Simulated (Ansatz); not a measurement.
Relaxed Au (fcc, Cu type):

```
CELL_PARAMETERS angstrom
      4.15718     0.00000     0.00000
      0.00000     4.15718     0.00000
      0.00000     0.00000     4.15718
ATOMIC_POSITIONS crystal
  Au 0.00000 0.00000 0.00000
  Au 0.50000 0.50000 0.00000
  Au 0.50000 0.00000 0.50000
  Au 0.00000 0.50000 0.50000
```

Computed with PBE (plane waves to 420 eV, PAW, scalar-relativistic; Ansatz, a quantum-chemistry and plane-wave program). k mesh 9×9×9 (Γ-centred), Fermi-Dirac smearing 0.05 eV. With partly filled bands, energies and forces of such displacements shift with the k mesh and the smearing. Au was relaxed with its symmetry unable to fall. Spin-orbit coupling is left out, though Au is heavy.

One atom of the cell was then moved (with its periodic images), all else fixed, and the forces (eV/Å) came out as:

```
atom      Fx      Fy     Fz
----  ------  ------  -----
Au1    1.156  -0.556  0.000
Au2   -0.556   1.156  0.000
Au3   -3.589  -3.589  0.000
Au4    2.989   2.989  0.000
```

Question: Which atom was moved, and by which vector (Å)?

Answer: Au3, by (0.37, 0.37, 0.00), 0.53 Å in all.

(A displaced cell: forces are minus the slopes of the energy, force constants its curvatures, and phonons follow from these.)
